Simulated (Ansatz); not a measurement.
BeSe:
```xyz
2
Lattice="0.0000 2.5888 2.5888 2.5888 0.0000 2.5888 2.5888 2.5888 0.0000" Properties=species:S:1:pos:R:3 pbc="T T T"
Se     3.8833     3.8833     3.8833
Be     0.0000     0.0000     0.0000
```

Relaxed with PBE. Special points in fractions of this cell's reciprocal vectors: Γ (0.000, 0.000, 0.000); X (0.500, 0.000, 0.500); U (0.625, 0.250, 0.625); K (0.375, 0.375, 0.750); L (0.500, 0.500, 0.500); W (0.500, 0.250, 0.750).

Problem. List the band energies nearest the valence-band maximum at these points for PBE in the plane-wave PAW code Ansatz.

Solution. In eV from the valence-band maximum; about four levels below and three above (degenerate sets whole), none deeper than 8.9 eV; points with the same levels are listed once.

```json
[
 {"k": "Γ", "below": "0.00 0.00 0.00", "above": "4.22 5.02 5.02 5.02"},
 {"k": "X", "below": "-4.97 -2.58 -2.58", "above": "2.67 4.22 11.56 11.56"},
 {"k": "U", "below": "-4.56 -3.91 -2.16", "above": "3.78 6.80 9.62"},
 {"k": "L", "below": "-5.58 -1.05 -1.05", "above": "4.27 5.98 5.98"},
 {"k": "W", "below": "-4.33 -3.70 -3.20", "above": "6.13 7.07 7.39"}
]
```

Space group F-43m (zinc blende). The PBE relaxation kept the symmetry of its start. Scalar-relativistic: spin–orbit coupling is off unless named, which matters more the heavier the elements.

Potentials: the later of the program's two PAW sets.
